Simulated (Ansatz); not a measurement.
A relaxation of cell and atoms of In4BiSb3 as one 8-atom ordering (I-42m) on the zincblende lattice with Ansatz, at the level PBE. The start is a rough guess from atomic radii.

```yaml
crystal:
  lattice:
    - [-3.2434094747, 3.2434094747, 6.4868189495]
    - [3.2434094747, -3.2434094747, 6.4868189495]
    - [3.2434094747, 3.2434094747, -6.4868189495]
  atoms:
    - { symbol: Sb, position: [0.25, 0.75, 0.5] }
    - { symbol: In, position: [0.875, 0.375, 0.0] }
    - { symbol: Sb, position: [0.5, 0.5, 0.0] }
    - { symbol: In, position: [0.125, 0.125, 0.5] }
    - { symbol: Sb, position: [0.75, 0.25, 0.5] }
    - { symbol: In, position: [0.375, 0.875, 0.0] }
    - { symbol: Bi, position: [0.0, 0.0, 0.0] }
    - { symbol: In, position: [0.625, 0.625, 0.5] }
kpoints:
  mp_grid: { grid: [6, 6, 6] }
hamiltonian:
  xc: pbe
scf:
  occupations: { method: fermi_dirac, width: 0.02 }
relax:
  f_tol: 0.005
  cell: {}
output:
  write_density: true
  write_potential: true
  elf: true
  volumetric_format: npy
```

The trajectory has 6 recorded frames, each with positions in Å and forces in eV/Å. The last, and any step after a large change of cell, is solved on a basis re-selected at its cell; pressure is positive in compression.

Step 1: energy 0.0 meV/atom from step 1, largest force component 0.243 eV/Å, pressure +4.06 GPa
```xyz
8
Lattice="-3.2434 3.2434 6.4868 3.2434 -3.2434 6.4868 3.2434 3.2434 -6.4868" Properties=species:S:1:pos:R:3:forces:R:3 pbc="T T T"
Sb    3.2434    0.0000    3.2434    0.0000    0.0000    0.0000
In   -1.6217    1.6217    8.1085    0.2435   -0.2435    0.2334
Sb    0.0000    0.0000    6.4868    0.0000    0.0000    0.0000
In    1.6217    1.6217   -1.6217    0.2435    0.2435   -0.2334
Sb    0.0000    3.2434    3.2434    0.0000    0.0000    0.0000
In    1.6217   -1.6217    8.1085   -0.2435    0.2435    0.2334
Bi    0.0000    0.0000    0.0000    0.0000    0.0000    0.0000
In    1.6217    1.6217    4.8651   -0.2435   -0.2435   -0.2334
```

Step 2: energy -22.7 meV/atom from step 1, largest force component 0.308 eV/Å, pressure -1.55 GPa
```xyz
8
Lattice="-3.4032 3.4032 6.8073 3.4032 -3.4032 6.8073 3.4032 3.4032 -6.8073" Properties=species:S:1:pos:R:3:forces:R:3 pbc="T T T"
Sb    3.4032    0.0000    3.4036    0.0000    0.0000    0.0000
In   -1.6291    1.6291    8.5787   -0.2078    0.2078   -0.3085
Sb    0.0000    0.0000    6.8073    0.0000    0.0000    0.0000
In    1.7741    1.7741   -1.7714   -0.2078   -0.2078    0.3085
Sb    0.0000    3.4032    3.4036    0.0000    0.0000    0.0000
In    1.6291   -1.6291    8.5787    0.2078   -0.2078   -0.3085
Bi    0.0000    0.0000    0.0000    0.0000    0.0000    0.0000
In    1.6291    1.6291    5.0359    0.2078    0.2078    0.3085
```

Step 3: energy -41.0 meV/atom from step 1, largest force component 0.034 eV/Å, pressure -0.43 GPa
```xyz
8
Lattice="-3.3578 3.3578 6.7209 3.3578 -3.3578 6.7209 3.3578 3.3578 -6.7209" Properties=species:S:1:pos:R:3:forces:R:3 pbc="T T T"
Sb    3.3578    0.0000    3.3604    0.0000    0.0000    0.0000
In   -1.6431    1.6431    8.4213   -0.0341    0.0341    0.0225
Sb    0.0000    0.0000    6.7209    0.0000    0.0000    0.0000
In    1.7148    1.7148   -1.7004   -0.0341   -0.0341   -0.0225
Sb    0.0000    3.3578    3.3604    0.0000    0.0000    0.0000
In    1.6431   -1.6431    8.4213    0.0341   -0.0341    0.0225
Bi    0.0000    0.0000    0.0000    0.0000    0.0000    0.0000
In    1.6431    1.6431    5.0205    0.0341    0.0341   -0.0225
```

Step 4: energy -41.7 meV/atom from step 1, largest force component 0.037 eV/Å, pressure +0.12 GPa
```xyz
8
Lattice="-3.3403 3.3403 6.6838 3.3403 -3.3403 6.6838 3.3403 3.3403 -6.6838" Properties=species:S:1:pos:R:3:forces:R:3 pbc="T T T"
Sb    3.3403    0.0000    3.3419    0.0000    0.0000    0.0000
In   -1.6429    1.6429    8.3820    0.0192   -0.0192   -0.0367
Sb    0.0000    0.0000    6.6838    0.0000    0.0000    0.0000
In    1.6974    1.6974   -1.6982    0.0192    0.0192    0.0367
Sb    0.0000    3.3403    3.3419    0.0000    0.0000    0.0000
In    1.6429   -1.6429    8.3820   -0.0192    0.0192   -0.0367
Bi    0.0000    0.0000    0.0000    0.0000    0.0000    0.0000
In    1.6429    1.6429    4.9856   -0.0192   -0.0192    0.0367
```

Step 5: energy -41.8 meV/atom from step 1, largest force component 0.002 eV/Å, pressure 0.00 GPa
```xyz
8
Lattice="-3.3442 3.3442 6.6908 3.3442 -3.3442 6.6908 3.3442 3.3442 -6.6908" Properties=species:S:1:pos:R:3:forces:R:3 pbc="T T T"
Sb    3.3442    0.0000    3.3454    0.0000    0.0000    0.0000
In   -1.6419    1.6419    8.3865    0.0003   -0.0003   -0.0016
Sb    0.0000    0.0000    6.6908    0.0000    0.0000    0.0000
In    1.7023    1.7023   -1.6957    0.0003    0.0003    0.0016
Sb    0.0000    3.3442    3.3454    0.0000    0.0000    0.0000
In    1.6419   -1.6419    8.3865   -0.0003    0.0003   -0.0016
Bi    0.0000    0.0000    0.0000    0.0000    0.0000    0.0000
In    1.6419    1.6419    4.9951   -0.0003   -0.0003    0.0016
```

Step 6: energy -42.4 meV/atom from step 1, largest force component 0.002 eV/Å, pressure -0.01 GPa
```xyz
8
Lattice="-3.3442 3.3442 6.6908 3.3442 -3.3442 6.6908 3.3442 3.3442 -6.6908" Properties=species:S:1:pos:R:3:forces:R:3 pbc="T T T"
Sb    3.3442    0.0000    3.3454    0.0000    0.0000    0.0000
In   -1.6419    1.6419    8.3865    0.0003   -0.0003   -0.0016
Sb    0.0000    0.0000    6.6908    0.0000    0.0000    0.0000
In    1.7023    1.7023   -1.6957    0.0003    0.0003    0.0016
Sb    0.0000    3.3442    3.3454    0.0000    0.0000    0.0000
In    1.6419   -1.6419    8.3865   -0.0003    0.0003   -0.0016
Bi    0.0000    0.0000    0.0000    0.0000    0.0000    0.0000
In    1.6419    1.6419    4.9951   -0.0003   -0.0003    0.0016
```

In 5 steps the volume changed by +9.7 %; between the first SCF and the last, each on a basis chosen for its cell, the energy fell by 42.4 meV an atom. Final cell: it is tetragonal, I-42m (No. 121); conventional cell a = 6.688 Å, c = 13.382 Å, 37.41 Å³ an atom. Around Sb lie 4 In at 2.88 Å; around In lie 3 Sb at 2.88 Å and 1 Bi at 2.94 Å; around Bi lie 4 In at 2.94 Å.

Command: `ansatz run input.yaml --threads 2 --pin off --max-ram 20275MiB --backend cpu --events-out ev --progress --plain --runs-dir out`. Wall time 120 s on 2 threads of AMD EPYC 7R13 Processor (Zen 3), with other jobs on the host, load about 32.1 per core; peak host memory 1.1 GiB.

Spin-unpolarised throughout. Whether this structure exists isn't addressed.
